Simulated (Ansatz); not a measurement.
# SrAsPt (P6_3/mmc) under several functionals

Plane-wave DFT in Ansatz with scalar-relativistic PAW potentials. The same structure was relaxed (cell and atoms, symmetry kept) in separate runs at each level. Whether it is the stable form of this composition wasn't checked. No spin polarisation.

**Question.** How do the levels LDA, PBEsol, r2SCAN compare?

**Answer.**
```csv
level,cutoff (eV),k mesh,V (Å³/atom),a (Å),c (Å),B0 (GPa)
LDA,420,12×12×4,22.418,4.208,8.773,–
PBEsol,420,12×12×4,23.110,4.239,8.909,73
r2SCAN,500,12×12×4,23.672,4.261,9.033,75
```

The usual order of volumes, LDA < PBEsol, holds here (22.418, 23.110 Å³/atom). As a rule LDA overbinds; PBEsol, built on the gradient expansion of slowly varying densities, lies between LDA and PBE. B0 goes from 73.3 to 74.7 GPa as the volume grows by 2.4 %; on one curve with B' = 4.0 the volume alone, B ∝ V^(−B'), would give 66.7 GPa, and the rest of the difference is the functional's own stiffness.

Spin–orbit coupling is left out, which can shift energies with elements as heavy as these.